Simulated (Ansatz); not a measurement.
LiH:
```cif
data_HLi
_chemical_formula_sum 'Li1 H1'
_space_group_name_H-M_alt 'P 1'
_space_group_IT_number 1
_cell_length_a 2.83173
_cell_length_b 2.83173
_cell_length_c 2.83173
_cell_angle_alpha 60.000
_cell_angle_beta 60.000
_cell_angle_gamma 60.000
loop_
_space_group_symop_operation_xyz
  'x, y, z'
loop_
_atom_site_label
_atom_site_type_symbol
_atom_site_fract_x
_atom_site_fract_y
_atom_site_fract_z
_atom_site_occupancy
Li1 Li 0.00000 0.00000 0.00000 1
H1 H 0.50000 0.50000 0.50000 1
```

Relaxed with r²SCAN. Independent-particle spectrum: no excitons, no local fields, no scissors shift; 0.1 eV broadening; ε₁ of the summed bands alone.

Task: Tabulate the dielectric function from plane-wave PAW r²SCAN (Ansatz code).

Result: 

| E (eV) | ε₁ xx | ε₂ xx |
|---|---|---|
| 0.0 | 3.79 | 0.00 |
| 0.3 | 3.80 | 0.00 |
| 0.6 | 3.82 | 0.00 |
| 0.9 | 3.85 | 0.00 |
| 1.2 | 3.90 | 0.00 |
| 1.5 | 3.97 | 0.00 |
| 1.8 | 4.07 | 0.00 |
| 2.1 | 4.19 | 0.00 |
| 2.4 | 4.35 | 0.00 |
| 2.7 | 4.57 | 0.00 |
| 3.0 | 4.88 | 0.00 |
| 3.3 | 5.41 | 0.00 |
| 3.6 | 6.84 | 0.38 |
| 3.9 | 6.58 | 2.61 |
| 4.2 | 5.65 | 3.25 |
| 4.5 | 4.95 | 3.46 |
| 4.8 | 4.45 | 3.57 |
| 5.1 | 4.11 | 3.56 |
| 5.4 | 3.85 | 3.56 |
| 5.7 | 3.74 | 3.59 |
| 6.0 | 3.67 | 3.69 |
| 6.3 | 3.67 | 3.98 |
| 6.6 | 3.46 | 4.35 |
| 6.9 | 3.22 | 4.75 |
| 7.2 | 2.79 | 5.19 |
| 7.5 | 2.20 | 5.68 |
| 7.8 | 1.26 | 6.10 |
| 8.1 | -0.47 | 6.24 |
| 8.4 | -1.20 | 4.43 |
| 8.7 | -0.94 | 3.86 |
| 9.0 | -1.30 | 3.54 |
| 9.3 | -1.38 | 2.92 |
| 9.6 | -1.31 | 2.44 |
| 9.9 | -1.20 | 2.06 |
| 10.2 | -1.07 | 1.76 |
| 10.5 | -0.93 | 1.51 |
| 10.8 | -0.79 | 1.31 |
| 11.1 | -0.65 | 1.14 |
| 11.4 | -0.49 | 0.99 |
| 11.7 | -0.28 | 0.89 |
| 12.0 | -0.15 | 0.97 |

Task: From ε at 4.2 eV (xx: 5.65 + 3.25i), find n, k, the normal reflectivity and the absorption coefficient.

Result: n = 2.47, k = 0.659, R = 21 %, α = 2kE/ħc = 280000 cm⁻¹.

With all bands, ε∞ without local fields is 3.81. DFPT, with local fields, gives 3.89.

Space group Fm-3m (rock salt). Symmetry was held in the r²SCAN relaxation; phonons on a q-mesh show no instability.

Potentials: the later of the program's two PAW sets.
